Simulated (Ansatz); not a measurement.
One crystal and one scan (scan of one atom of the cell) at two levels, PBE (plane waves to 420 eV, PAW, scalar-relativistic; Ansatz, a quantum-chemistry and plane-wave program) and PBEsol (plane waves to 420 eV, PAW, scalar-relativistic; Ansatz), each from its own relaxed cell and on its own mesh. The cell shown is that of PBE.

Starting cell, PbS (rock salt):

```yaml
crystal:
  lattice:
    - [0.00000, 6.00891, 6.00891]
    - [3.00445, 0.00000, 3.00445]
    - [3.00445, 3.00445, 0.00000]
  atoms:
    - { symbol: S, position: [0.00000, 0.00000, 0.00000] }
    - { symbol: S, position: [0.50000, 0.00000, 0.00000] }
    - { symbol: Pb, position: [0.25000, 0.50000, 0.50000] }
    - { symbol: Pb, position: [0.75000, 0.50000, 0.50000] }
```

In this cell atom 2 (S, nearest neighbour Pb at 3.004 Å; its periodic images, 4.2 Å or more away, move with it) is moved by s along Cartesian [111], unit vector (0.577, 0.577, 0.577); all other atoms and the cell stay fixed.

The energy includes the smearing's −TS. PbS was relaxed with its symmetry unable to fall. Spin-orbit coupling is left out, though Pb is heavy. Percentages come from the unrounded values.

Results of PBE:

- Lattice constant a (Å) = 6.009
- Force constant k = d²E/ds² at s = 0 (finite differences) (eV/Å²) = 2.16
- Shape of the curve = a single well with its minimum at or next to zero displacement

### Question
What does PBEsol give for the same quantities?

### Answer
```
quantity                                                          PBEsol     PBE − PBEsol
----------------------------------------------------------------  ------  ---------------
Lattice constant a (Å)                                             5.903  +0.106 (+1.8 %)
Force constant k = d²E/ds² at s = 0 (finite differences) (eV/Å²)    2.60    -0.44 (-17 %)
```

PBE gives the higher value for: lattice constant a. PBE gives the lower value for: force constant k = d²E/ds² at s = 0. Both give the same shape of the curve: a single well with its minimum at or next to zero displacement. Neither level is exact: the differences show how much the result hangs on the functional.

(A displaced cell: forces are minus the slopes of the energy, force constants its curvatures, and phonons follow from these.)
